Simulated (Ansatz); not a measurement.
Born–Oppenheimer molecular dynamics of a 16-atom Zr$_{11}$Ni$_{5}$ cell at 20.88 Å³/atom, computed with Ansatz: Langevin thermostat at 2090 K, 105 steps of 3.0 fs, friction 0.03 1/fs. The run is short and the cell small, so it isn't an equilibrium average.

```yaml
crystal:
  lattice:
    - [6.876047, 0.064809, 0.148883]
    - [0.064809, 7.02186, -0.167305]
    - [0.148883, -0.167305, 6.926541]
  atoms:
    - { symbol: Zr, position: [0.2558148521, 0.1245622091, 0.9622188143] }
    - { symbol: Zr, position: [0.5880946774, 0.9460498919, 0.232558475] }
    - { symbol: Zr, position: [0.9987717716, 0.3644339097, 0.6711256965] }
    - { symbol: Zr, position: [0.8832989815, 0.1300175892, 0.1165015977] }
    - { symbol: Zr, position: [0.2958798701, 0.2475642398, 0.3809398064] }
    - { symbol: Zr, position: [0.9320699732, 0.4925529758, 0.2241826241] }
    - { symbol: Zr, position: [0.8907349735, 0.9645156387, 0.5393388984] }
    - { symbol: Zr, position: [0.3279376788, 0.5787622552, 0.9743425504] }
    - { symbol: Zr, position: [0.6028917405, 0.5027451231, 0.5086719412] }
    - { symbol: Zr, position: [0.9270635556, 0.7258231559, 0.852305981] }
    - { symbol: Zr, position: [0.4916957416, 0.9599719509, 0.6144390887] }
    - { symbol: Ni, position: [0.5960474839, 0.3236103137, 0.8395994104] }
    - { symbol: Ni, position: [0.2448129747, 0.7356678205, 0.6570878363] }
    - { symbol: Ni, position: [0.1729932142, 0.8779415883, 0.2378539767] }
    - { symbol: Ni, position: [0.3246630407, 0.6587034127, 0.389219518] }
    - { symbol: Ni, position: [0.5955595393, 0.4146047286, 0.1431922581] }
  symmetry: { detect: false }
basis:
  ecutwfc: 420
  xc_grid: 1
kpoints:
  mp_grid: { grid: [1, 1, 1], shift: [0.25, 0.25, 0.25] }
hamiltonian:
  xc: pbe
scf:
  occupations: { method: fermi_dirac, width: 0.1801 }
  lower_state_search: "off"
  convergence: { dr2_threshold: 1.0e-05 }
output:
  forces: true
  stress: true
md:
  timestep: 3.0
  n_steps: 105
  ensemble: nvt_langevin
  friction: 0.03
  temperature: 2090.0
  initial_velocities: maxwell_boltzmann
  seed: 96195
```

```bash
ansatz run input.yaml --threads 2 --pin off --max-ram 5120MiB --backend cpu --events-out ev --progress --plain --runs-dir out
```

Level of theory: DFT PBE, scalar-relativistic, plane waves, PAW (Ansatz).

6 frames, positions in Å (not wrapped into the cell) and forces in eV/Å:

```xyz
16
Lattice="6.876 0.065 0.149 0.065 7.022 -0.167 0.149 -0.167 6.927" Properties=species:S:1:pos:R:3:forces:R:3 pbc="T T T" time_fs=0.0 temperature_K=1959 free_energy_over_first_frame_eV=0.000
Zr    1.910    0.730    6.682    0.370   -0.500   -0.860
Zr    4.140    6.642    1.540   -1.640   -1.630   -1.550
Zr    6.991    2.511    4.736   -0.190    0.650    0.890
Zr    6.099    0.951    0.917    0.240   -0.520   -1.030
Zr    2.107    1.694    2.641   -1.240   -0.300   -0.780
Zr    6.474    3.482    1.609    2.350    2.430    0.130
Zr    6.268    6.740    3.707    1.900   -0.450   -0.830
Zr    2.437    3.922    6.701    0.140    0.520   -0.320
Zr    4.254    3.484    3.529    1.030    0.130    1.670
Zr    6.548    5.014    5.920   -1.420    0.690    1.510
Zr    3.535    6.670    4.169    0.860    1.200    2.470
Ni    4.244    2.171    5.850    0.440   -1.230   -1.850
Ni    1.829    5.072    4.465   -2.360    0.280    3.690
Ni    1.282    6.136    1.526   -0.680    1.180   -1.090
Ni    2.333    4.581    2.634    0.760   -2.370   -3.830
Ni    4.143    2.926    1.011   -0.570   -0.080    1.770
16
Lattice="6.876 0.065 0.149 0.065 7.022 -0.167 0.149 -0.167 6.927" Properties=species:S:1:pos:R:3:forces:R:3 pbc="T T T" time_fs=63.0 temperature_K=2885 free_energy_over_first_frame_eV=-2.797
Zr    2.000    0.528    6.594    1.250    0.300   -0.550
Zr    4.206    6.227    1.573   -1.140   -0.200   -1.030
Zr    7.196    2.925    4.658   -0.210   -1.190    0.070
Zr    6.276    1.057    0.827   -2.020    0.280   -0.600
Zr    2.275    1.783    2.532   -0.930   -0.720   -0.020
Zr    6.436    3.781    1.587    0.980    0.910    0.240
Zr    6.425    6.565    3.517    1.030    0.240    0.530
Zr    2.742    3.999    6.365    0.050   -0.610    1.650
Zr    4.399    3.789    3.791   -0.480   -0.360   -0.640
Zr    6.001    4.993    5.974   -0.840    0.950    1.750
Zr    3.648    6.657    4.379    0.010   -0.030    0.640
Ni    4.578    1.932    5.786    0.170   -0.110   -0.740
Ni    1.427    5.206    4.889    0.280    0.870   -1.920
Ni    1.017    6.281    1.410    0.430   -0.320   -0.610
Ni    2.046    4.407    2.248    0.790   -0.510    0.920
Ni    3.947    2.626    1.073    0.630    0.490    0.310
16
Lattice="6.876 0.065 0.149 0.065 7.022 -0.167 0.149 -0.167 6.927" Properties=species:S:1:pos:R:3:forces:R:3 pbc="T T T" time_fs=126.0 temperature_K=2386 free_energy_over_first_frame_eV=-2.216
Zr    2.352    0.511    6.578   -1.160    0.530   -0.640
Zr    3.968    6.119    1.718    0.300   -0.270   -1.130
Zr    7.283    2.792    4.641    0.040   -0.190    0.670
Zr    5.894    1.039    0.710    1.840    0.010   -0.160
Zr    2.249    1.403    2.538   -0.190    1.060    0.610
Zr    6.393    4.127    1.897    1.030   -0.910    0.500
Zr    6.903    6.622    3.443   -1.150    0.990    0.430
Zr    3.042    4.077    6.508   -2.120   -0.900    1.100
Zr    4.397    3.648    3.998   -0.190   -1.670   -0.980
Zr    5.839    5.064    6.279    0.590   -0.020   -0.850
Zr    3.847    6.310    4.425   -0.310    1.080    0.710
Ni    4.405    1.710    5.880    0.650    0.760   -1.210
Ni    1.081    5.313    4.908    2.070   -0.860    0.920
Ni    1.184    6.302    1.228    0.000   -0.670   -0.680
Ni    2.328    4.220    2.260   -0.590   -0.180    0.430
Ni    4.103    2.461    1.272   -0.800    1.240    0.290
16
Lattice="6.876 0.065 0.149 0.065 7.022 -0.167 0.149 -0.167 6.927" Properties=species:S:1:pos:R:3:forces:R:3 pbc="T T T" time_fs=189.0 temperature_K=1902 free_energy_over_first_frame_eV=-2.347
Zr    2.282    0.307    6.454   -0.720    1.340    1.040
Zr    4.087    6.141    1.672    0.030   -0.100    0.080
Zr    7.469    2.600    4.750   -0.980   -0.680    0.910
Zr    6.113    1.067    0.785    0.250    0.800    0.250
Zr    2.481    1.323    2.816   -1.140    0.000   -0.750
Zr    6.691    3.940    1.901    0.470   -0.070    1.300
Zr    7.100    6.872    3.849   -0.550   -1.330   -0.310
Zr    2.886    3.980    6.884   -1.090   -0.510   -0.960
Zr    4.263    3.480    4.219    0.350    0.500   -1.240
Zr    6.049    5.132    6.405   -0.830   -0.520   -0.520
Zr    4.002    6.561    4.569    0.770   -1.360   -0.540
Ni    4.809    1.818    5.812    0.030   -0.110    0.670
Ni    1.126    4.734    4.953    2.200    1.650   -0.580
Ni    0.955    6.126    1.010    0.340   -0.030    1.040
Ni    2.389    4.219    2.540   -0.830    0.340    0.400
Ni    3.960    2.641    1.541    1.690    0.070   -0.790
16
Lattice="6.876 0.065 0.149 0.065 7.022 -0.167 0.149 -0.167 6.927" Properties=species:S:1:pos:R:3:forces:R:3 pbc="T T T" time_fs=252.0 temperature_K=1929 free_energy_over_first_frame_eV=-2.397
Zr    2.136    0.386    6.336    0.520    0.660    0.680
Zr    4.172    5.936    1.866   -0.020   -0.120   -0.500
Zr    7.538    2.528    4.744   -1.190    0.040    1.330
Zr    6.084    0.950    0.783   -0.130   -0.280    1.100
Zr    2.523    1.425    2.808   -0.800   -1.420   -1.800
Zr    6.767    3.557    1.982    0.360    1.060   -0.120
Zr    6.844    6.469    3.862    1.850   -0.420   -0.690
Zr    2.866    4.038    6.855   -0.270   -0.710    1.170
Zr    4.074    3.304    4.205    1.200    0.400   -0.130
Zr    5.792    4.882    6.354    0.860   -0.700    0.390
Zr    4.273    6.625    4.530   -2.080   -1.100    0.240
Ni    5.037    1.586    5.882   -0.370    1.480   -0.490
Ni    1.379    4.854    5.329   -0.360    1.060   -1.210
Ni    0.763    6.055    1.151    0.630   -0.650    0.110
Ni    2.174    4.058    2.811   -0.370    0.910   -0.260
Ni    4.311    2.951    1.409    0.170   -0.190    0.170
16
Lattice="6.876 0.065 0.149 0.065 7.022 -0.167 0.149 -0.167 6.927" Properties=species:S:1:pos:R:3:forces:R:3 pbc="T T T" time_fs=315.0 temperature_K=1682 free_energy_over_first_frame_eV=-2.116
Zr    1.890    0.474    6.598    0.860    0.900    0.340
Zr    4.198    5.859    1.588   -0.710    0.180    1.690
Zr    7.196    2.595    4.859    1.180    0.250    0.410
Zr    5.929    1.031    1.129    0.250   -0.540    0.180
Zr    2.377    1.021    2.902   -1.360    1.020   -1.040
Zr    7.079    3.598    1.859    0.050   -0.290    0.240
Zr    6.754    6.375    4.047    0.430   -0.310   -0.360
Zr    2.688    3.965    6.719   -0.500   -1.750    0.220
Zr    4.576    3.213    3.897   -0.910    1.050   -1.570
Zr    5.542    4.551    6.606    2.470    0.980   -2.460
Zr    4.034    6.619    4.455   -0.620   -2.010    0.350
Ni    4.959    1.614    5.550    0.040    0.000    2.060
Ni    1.513    5.247    5.363   -0.970    0.310   -1.490
Ni    1.160    5.957    1.527   -0.170    0.630   -0.520
Ni    2.157    3.894    3.066    0.570    0.820    0.360
Ni    4.367    3.006    0.979   -0.620   -1.250    1.600
```

Over the second half the temperature averages 1892 K and the pressure (kinetic part included, positive in compression) 0.7 GPa. Mean square displacements at the end: Ni 0.43 Å², Zr 0.31 Å² (from the start of this run, the atoms' common shift taken off).

One k point is coarse for so small a cell, so forces and above all the pressure are rough.

Time: 4 min on 2 threads of Arm Neoverse V2 (shared host), peak memory 0.8 GiB.